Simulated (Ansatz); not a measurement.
**Phases of BiMo at 2.1 GPa**

Structure types of BiMo are relaxed in primitive cells with their symmetry kept at 2.1 GPa, on PAW files; LAPW relaxes the small cells further and takes the PAW cell for the others (marked *). The enthalpy is E + pV at zero temperature, without zero-point motion. Only the types listed were tried, and differences under about 5 meV/atom are mesh noise. The real phase may be another.

All numbers are PBEsol results (scalar-relativistic) from Ansatz 0.2.0, with Fermi–Dirac smearing of 0.05 eV, no spin polarisation. Methods: LAPW: all electrons, basis error target 0.5 meV/atom; PAW: frozen-core files, cutoff 420 eV.

k meshes: rocksalt 12×12×12, CsCl 12×12×12, zincblende 11×11×11, WC 12×12×10, wurtzite 8×8×5.

Spin–orbit coupling is left out, which matters for the heavy atoms. The PAW files were made under PBE.

Which type is lowest in enthalpy, and by how much?

CsCl, 54 meV/atom below distorted WC. The whole table:

| start type | ends as | a, b, c (Å) | V (Å³/atom) | H − H(lowest), LAPW (meV/atom) | same, PAW |
| --- | --- | --- | --- | --- | --- |
| rocksalt | rocksalt, Fm-3m | 5.576, 5.576, 5.576 | 21.68 | 577.4 | 577.6 |
| CsCl | CsCl, Pm-3m | 3.371, 3.371, 3.371 | 19.15 | 0.0 | 0.0 |
| zincblende | zincblende, F-43m | 6.167, 6.167, 6.167 | 29.32 | 1256.1 | 1256.5 |
| WC | distorted WC, P-6m2 | 3.404, 3.404, 4.012 | 20.13 | 54.3 | 54.4 |
| wurtzite* | distorted wurtzite, P6_3mc | 3.178, 3.178, 9.765 | 21.36 | 346.0 | 346.4 |
